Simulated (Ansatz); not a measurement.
## CaMg₃Tl, before and after

The guess for CaMg₃Tl was made by a generator: random cell by space group and Wyckoff sites (Pm-3m, No. 221). Its size is a rough estimate.

start.cif

```cif
data_structure
_symmetry_space_group_name_H-M 'P 1'
_symmetry_Int_Tables_number 1
_cell_length_a 4.9133
_cell_length_b 4.9133
_cell_length_c 4.9133
_cell_angle_alpha 90.000
_cell_angle_beta 90.000
_cell_angle_gamma 90.000
_cell_volume 118.61
loop_
_atom_site_label
_atom_site_type_symbol
_atom_site_fract_x
_atom_site_fract_y
_atom_site_fract_z
_atom_site_occupancy
Ca1 Ca 0.50000 0.50000 0.50000 1
Mg1 Mg 0.50000 0.00000 0.00000 1
Mg2 Mg 0.00000 0.50000 0.00000 1
Mg3 Mg 0.00000 0.00000 0.50000 1
Tl1 Tl 0.00000 0.00000 0.00000 1
```

Computed with Ansatz, DFT PBE, scalar-relativistic, plane waves, PAW. Cutoff 420 eV, Gaussian smearing, Γ-centred meshes. Cell and atoms relax first on a coarse mesh and then on a finer one. In between, the cell is made exact in the group found at 0.06 Å. In metals the finer mesh still leaves noise of several meV/atom or more. The steps can't lower the symmetry of their start. No spin polarisation.

end.cif

```cif
data_structure
_symmetry_space_group_name_H-M 'P 1'
_symmetry_Int_Tables_number 1
_cell_length_a 5.4559
_cell_length_b 5.4559
_cell_length_c 5.4559
_cell_angle_alpha 90.000
_cell_angle_beta 90.000
_cell_angle_gamma 90.000
_cell_volume 162.40
loop_
_atom_site_label
_atom_site_type_symbol
_atom_site_fract_x
_atom_site_fract_y
_atom_site_fract_z
_atom_site_occupancy
Ca1 Ca 0.50000 0.50000 0.50000 1
Mg1 Mg 0.50000 0.00000 0.00000 1
Mg2 Mg 0.00000 0.50000 0.00000 1
Mg3 Mg 0.00000 0.00000 0.50000 1
Tl1 Tl 0.00000 0.00000 0.00000 1
```

The symmetry stays Pm-3m (No. 221). The end has the antiperovskite type. The volume per atom grows by 36.9 %, from 23.7 to 32.5 Å³. The shortest distance goes from 2.46 Å (Mg–Tl) to 2.73 Å (Mg–Tl). The energy falls by about 0.29 eV/atom (the start's value is from the coarse mesh).

```yaml
Volume_per_atom: 32.48 Å³
Density: 3.25 g/cm³
Energy_over_the_elements: +0.21 eV/atom
Gap_on_the_8×8×8_mesh_of_the_5-atom_cell: 0 eV (a metal)
```

Energies over the elements count from the elements' standard structures at the same level, with no fitted energy shifts. The separate elements lie lower, so it is unstable against them.

The last run used Gaussian smearing of 0.10 eV. Spin–orbit coupling, which can matter for Tl, is left out. A structure relaxed within its symmetry needn't be a true minimum. In all, the 3 runs took 46 s on 1 thread of Arm Neoverse V1 (shared host).
